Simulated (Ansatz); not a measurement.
GaN:
```
CELL_PARAMETERS angstrom
      0.00000     2.10844     2.10844
      2.10844     0.00000     2.10844
      2.10844     2.10844     0.00000
ATOMIC_POSITIONS crystal
  N  0.00000 0.00000 0.00000
  Ga 0.50000 0.50000 0.50000
```

x, y and z are the axes in which the lattice vectors are written.

Task: Give the high-frequency dielectric tensor and the Born effective charge tensors of the independent atoms from DFPT, r²SCAN in the plane-wave PAW code Ansatz.

Result: 
ε∞:
```
7.30  0.00  0.00
0.00  7.30  0.00
0.00  0.00  7.30
```
Z* of atom 1 (N), rows: field, columns: displacement, in e:
```
-3.56   0.00   0.00
 0.00  -3.56   0.00
 0.00   0.00  -3.56
```
Z* of atom 2 (Ga), rows: field, columns: displacement, in e:
```
3.56  0.00  0.00
0.00  3.56  0.00
0.00  0.00  3.56
```

Static charges for comparison (Bader): N1 -1.76, Ga2 +1.76 e. Born charges measure polarisation by displacement and can exceed these by far.

Space group Fm-3m (rock salt). This is a known high-pressure phase of the composition, computed here at zero pressure and temperature. The cell was relaxed with r²SCAN under the symmetry of its start; phonons on a q-mesh show no instability. Spin–orbit coupling is left out wherever it is not named.

Potentials: the later of the program's two PAW sets.
